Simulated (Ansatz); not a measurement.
A generator proposed this cell of BP2.

Space group P4/mmm (No. 123). a = 3.522 Å, b = 3.522 Å, c = 4.541 Å, α = 90.00°, β = 90.00°, γ = 90.00°
| atom | site | symmetry | x | y | z |
| --- | --- | --- | --- | --- | --- |
| B | 1c | 4/mmm | 0.5000 | 0.5000 | 0.0000 |
| P | 2f | mmm. | 0.0000 | 0.5000 | 0.0000 |

Computed with DFT PBE, scalar-relativistic, plane waves, PAW in Ansatz. Plane waves to 420 eV, a k mesh through Γ of 6×6×4 on the computed 3-atom cell and Gaussian smearing (0.10 eV); no spin polarisation.

Energies over the elements count from the elements' standard structures at the same level, with no fitted energy shifts. The references include black phosphorus.

Problem. What does a single point on this coarse mesh give?

Solution. The pressure is 28.1 GPa (the mean over three directions, positive in compression), the largest force is 0.00 eV/Å (symmetry fixes the atoms), and the energy is +1.61 eV/atom against the elements. The shortest distance is 1.76 Å.

Problem. Is it a good guess?

Solution. A rough one: relaxing gains about 0.87 eV/atom (the start's value is from the coarse mesh, so the gain is rough) in 33 ionic steps and ends at +0.74 eV/atom on the finer mesh. The symmetry stays P4/mmm (No. 123). The volume per atom shrinks by 30.4 %, from 18.8 to 13.1 Å³. The shortest distance goes from 1.76 Å (B–P) to 2.09 Å (B–P). The ratio c/a of the conventional cell changes by a factor of 0.42. Conventional cell: a = 4.182 Å, c = 2.242 Å. Around B lie 4 P at 2.09 Å and 2 B at 2.24 Å; P has 2 B at 2.09 Å and 2 P at 2.24 Å.

The last run used a 12×12×20 mesh (in the run's order of axes) for its 3-atom cell and Gaussian smearing of 0.10 eV. An odd number of electrons in the primitive cell allows no gap without spin; a larger cell or a magnetic state could open one. The cell is a metal run without spin; a magnetic state may lie lower. The reference form of P is held partly by dispersion forces, which this level lacks. The relaxation can't lower the symmetry of the start, and the grade says only how near the guess is to its own end. A structure relaxed within its symmetry needn't be a true minimum.
